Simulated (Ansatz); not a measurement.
The relaxed structure here is a generated cell of CrI3: the first start was made by placing the elements on the sites of a structure type, and the end was not matched to a known phase here, so it may be hypothetical. Known forms of CrI3 include space group No. 148.

One starting cell of CrI₃ (a generated cell, CrI3 placed in the AFLOW prototype A3B_hP4_191_bc_a (as in Li3N)) was relaxed twice with Ansatz (plane waves, PAW, scalar-relativistic): with PBEsol at 420 eV and with PBE at 420 eV. The PBEsol result:

Space group P6/mmm (No. 191); a = b = 5.4178 Å, c = 5.3434 Å, α = β = 90.00°, γ = 120.00°

| atom | site | symmetry | x | y | z |
|---|---|---|---|---|---|
| I | 1b | 6/mmm | 0.0000 | 0.0000 | 0.5000 |
| I | 2c | -6m2 | 0.3333 | 0.6667 | 0.0000 |
| Cr | 1a | 6/mmm | 0.0000 | 0.0000 | 0.0000 |

```tsv
quantity	PBEsol	PBE
space group	P6/mmm	P6/mmm
volume (Å³/atom)	33.96	36.45
a (Å)	5.418	5.561
c (Å)	5.343	5.444
gap (eV, no spin-orbit coupling)	0.00	0.00
spin order	ferromagnetic	ferromagnetic
net moment (μB/atom)	0.86	0.87
```

Both levels end in the same structure; PBE's volume is 7.3 % larger. Neither column is exact.

Spin states reached: ferromagnetic; spin orders were not searched systematically.

The run could not lower the symmetry of its start; a shaken copy of this end point relaxes with PBEsol to Pmc2₁ (No. 26), 0.28 eV/atom lower.

Ansatz is a program for electronic structure.
